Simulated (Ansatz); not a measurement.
With r²SCAN (plane waves, PAW; program Ansatz), InP in the hexagonal phase (P6_222; In on 3c, P on 3d) relaxes to a = 4.138 Å, c = 9.350 Å. Its formation energy from the elements is -0.19 eV/atom, with no fitted shifts.

The Kohn–Sham gap is 0.42 eV (smallest direct gap 0.42 eV). The valence maximum lies on the Γ–M line, 4 % of the way from Γ and the conduction minimum at Γ. HSE06 on the same cell gives 0.66 eV. Gap from r²SCAN with spin–orbit coupling: 0.41 eV. The electron mass is 0.034, 0.071, 0.071 mₑ (principal values).

An equation-of-state fit gives a bulk modulus of 71.6 GPa. Bader charges are In +0.96, P -0.96 e.

The start of the workflow was typed in or built on a structure type; neither database checked (COD, Materials Project) lists it. It is not the phase usual at ambient conditions (space group No. 216). Symmetry was held in the r²SCAN relaxation; whether a distortion lowers the energy is not shown. Point labels and valley counts follow the cell and symmetry of the run, lower than the named group. The references are the lowest solids computed at this level, not always the standard phases. Spin–orbit coupling is left out wherever it is not named.

Potentials: the later of the program's two PAW sets.
